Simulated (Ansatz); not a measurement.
Cell and atoms are relaxed with the symmetry kept. Start:

```
Sn O
1.0
     3.86844    0.00000    0.00000
     0.00000    3.86844    0.00000
     0.00000    0.00000    5.06502
Sn O
2 2
Cartesian
  1.9342 0.0000 1.1590
  0.0000 1.9342 3.9061
  0.0000 0.0000 0.0000
  1.9342 1.9342 0.0000
```

Computed with Ansatz 0.2.0, DFT PBE, scalar-relativistic, plane waves, PAW.

Plane waves to 420 eV, a k mesh through Γ of 10×10×8 on the computed 4-atom cell and Gaussian smearing (0.02 eV); no spin polarisation.

Question: What does it relax to?

Answer: The volume doesn't move by more than 0.01 Å³/atom to 18.95 Å³/atom, and the energy changes by under 0.1 meV/atom. Final structure:
```
CELL_PARAMETERS angstrom
3.86844 0.00000 0.00000
0.00000 3.86844 0.00000
0.00000 0.00000 5.06502
ATOMIC_POSITIONS crystal
Sn 0.50000 0.00000 0.22882
Sn 0.00000 0.50000 0.77118
O 0.00000 0.00000 0.00000
O 0.50000 0.50000 0.00000
```